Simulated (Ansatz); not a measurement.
CF₄ in space group C2/c (No. 15; F on 8f, C on 4e, F on 8f), plane-wave PAW LDA (Ansatz code). The conduction-band minimum lies at Γ, with 1 equivalent valley. Second derivatives d²E/dk² of the lowest band at one valley (eV·Å²), along Cartesian directions:

```json
[
 {"direction": "[100]", "d²E/dk²": "11.59"},
 {"direction": "[010]", "d²E/dk²": "11.51"},
 {"direction": "[001]", "d²E/dk²": "11.63"},
 {"direction": "[110]", "d²E/dk²": "11.55"},
 {"direction": "[101]", "d²E/dk²": "11.66"},
 {"direction": "[011]", "d²E/dk²": "11.57"}
]
```

Find the principal effective masses, the density-of-states mass and the conductivity mass.

Off-diagonal terms follow from H_xy = H[110] − (H_xx + H_yy)/2, and m*/mₑ = 7.620 eV·Å² over each eigenvalue: 0.65, 0.66, 0.66. One valley's DOS mass (m₁m₂m₃)^(1/3) = 0.66, conductivity mass 3/(Σ 1/mᵢ) = 0.66 mₑ.

What effective density of states Nc follows at 300 K for parabolic valleys?

Nc = 2.509e19 × 1 × (0.66)^(3/2) ≈ 1.3e19 cm⁻³.

With the computed static dielectric constant 2.24 (mean of the diagonal), estimate a hydrogenic donor's binding energy and radius.

E = 13.606 eV × 0.66/2.24² ≈ 1800 meV; a = 0.529 Å × ε/m* ≈ 1.8 Å. Semilocal masses tend to be too small where the gap is.

The workflow started from an entry of the Crystallography Open Database (COD). The cell was relaxed with LDA under the symmetry of its start; phonons on a q-mesh show no instability. The substance is a gas or liquid at ambient conditions. A crystal of weakly bound molecules computed without a dispersion correction: the cell and the soft elastic constants depend strongly on that.

Potentials: the later of the program's two PAW sets.
